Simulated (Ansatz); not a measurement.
TiSe₂:
```yaml
crystal:
  lattice:
    - [3.43921, 0.00000, 0.00000]
    - [-1.71960, 2.97844, 0.00000]
    - [0.00000, 0.00000, 5.80154]
  atoms:
    - { symbol: Se, position: [0.33333, 0.66667, 0.26499] }
    - { symbol: Se, position: [0.66667, 0.33333, 0.73501] }
    - { symbol: Ti, position: [0.00000, 0.00000, 0.00000] }
```

Relaxed with LDA.

Task: Give the Bader charges and basin volumes of the independent atoms, LDA in the plane-wave PAW code Ansatz.

Result: 

```csv
atom,Bader charge (e),Bader volume (Å³)
Se1,-0.73,24.8
Ti3,+1.46,9.8
```

Space group P-3m1 (CdI2 type). The cell was relaxed with LDA under the symmetry of its start. The run is not spin-polarised. A crystal of weakly bound layers computed without a dispersion correction: the cell and the soft elastic constants depend strongly on that.

Potentials: the later of the program's two PAW sets.
